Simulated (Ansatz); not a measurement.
LaNiO$_{3}$ (cubic perovskite, Pm-3m) under volume change, HSE06 (plane waves, PAW; program Ansatz), scaled uniformly.

```json
[
 {"V (Å³/atom)": "9.927", "E − E(relaxed) (meV/atom)": "68.8", "P (GPa)": "24.47"},
 {"V (Å³/atom)": "10.254", "E − E(relaxed) (meV/atom)": "28.7", "P (GPa)": "14.94"},
 {"V (Å³/atom)": "10.581", "E − E(relaxed) (meV/atom)": "6.8", "P (GPa)": "6.85"},
 {"V (Å³/atom)": "10.908", "E − E(relaxed) (meV/atom)": "0.0", "P (GPa)": "0.00"},
 {"V (Å³/atom)": "11.236", "E − E(relaxed) (meV/atom)": "6.0", "P (GPa)": "-5.81"},
 {"V (Å³/atom)": "11.563", "E − E(relaxed) (meV/atom)": "23.1", "P (GPa)": "-10.74"},
 {"V (Å³/atom)": "11.890", "E − E(relaxed) (meV/atom)": "49.3", "P (GPa)": "-14.91"}
]
```

Q: What does a third-order Birch–Murnaghan fit give for V₀, B₀ and B′?

A: V₀ = 10.91 Å³/atom, B₀ = 210 GPa, B′ = 4.5.

The workflow started from a Materials Project entry (that database holds measured and hypothetical structures alike); the Crystallography Open Database copy checked does not list it. COD files the formula under space group No. 167. Its standing as an ambient phase is unchecked. Symmetry was held in the HSE06 relaxation; whether a distortion lowers the energy is not shown. The workflow began spin-polarised and lost its moments. The hybrid run found no gap, on a coarse k-mesh. Scalar-relativistic: spin–orbit coupling is off unless named, which matters more the heavier the elements.

Potentials: the later of the program's two PAW sets.
